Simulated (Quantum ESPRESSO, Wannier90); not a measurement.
Tight-binding from DFT: SiNi₃ (Cu3Au type)

```
begin unit_cell_cart
ang
    3.4637400000    0.0000000000    0.0000000000
    0.0000000000    3.4637400000    0.0000000000
    0.0000000000    0.0000000000    3.4637400000
end unit_cell_cart
begin atoms_frac
Si   0.0000000000  0.0000000000  0.0000000000
Ni   0.0000000000  0.5000000000  0.5000000000
Ni   0.5000000000  0.0000000000  0.5000000000
Ni   0.5000000000  0.5000000000  0.0000000000
end atoms_frac
```

Structure: Materials Project mp-828, symmetrised, not relaxed again. COD (Crystallography Open Database) has an entry of this formula and space group (matched by these alone). Level: PBEsol, no spin polarisation, no spin-orbit coupling; pw.x of Quantum ESPRESSO at 79 Ry with PseudoDojo potentials, 6×6×6 k-points, Wannier90. Density: 10×10×10 mesh, cold smearing 0.01 Ry. A non-magnetic state is assumed; magnetic ones were not tried.

A tight-binding model is made by disentanglement and projection with no localisation steps (num_iter = 0), so the 31 orbitals stay atom-like: hydrogen-like Si: s;p; Ni: s;p;d, axes along x, y, z; frozen window up to 1.50 eV relative to the Fermi level. It follows pw.x to 4.6 meV rms for states up to 1.0 eV relative to the Fermi level. Matrix elements depend on this choice of orbitals and windows.

Problem. What are the on-site energies relative to the Fermi level, and how fast do the hoppings decay?

Solution. 
| atom | orbitals | energy (eV) |
|---|---|---|
| Si1 | s | -0.07 |
| Si1 | pz px py | 6.92 |
| Ni2 | s | 6.50 |
| Ni2 | pz py | 11.83 |
| Ni2 | px | 13.54 |
| Ni2 | dz2 dxz dxy | -2.02 |
| Ni2 | dyz | -2.30 |
| Ni2 | dx2-y2 | -1.91 |
| Ni3 | s | 6.50 |
| Ni3 | pz px | 11.82 |
| Ni3 | py | 13.54 |
| Ni3 | dz2 dyz dxy | -2.02 |
| Ni3 | dxz | -2.30 |
| Ni3 | dx2-y2 | -1.91 |
| Ni4 | s | 6.50 |
| Ni4 | pz | 13.54 |
| Ni4 | px py | 11.82 |
| Ni4 | dz2 | -1.86 |
| Ni4 | dxz dyz | -2.01 |
| Ni4 | dx2-y2 | -2.07 |
| Ni4 | dxy | -2.30 |

| distance of the centres (Å) | largest modulus (eV) |
|---|---|
| 2–3 | 2.2 |
| 3–4 | 0.40 |
| 4–5 | 0.52 |
| 5–6 | 0.090 |
| 6–7 | 0.072 |
| 7–8 | 0.060 |
| 8–9 | 0.014 |
| 9–10 | 0.013 |
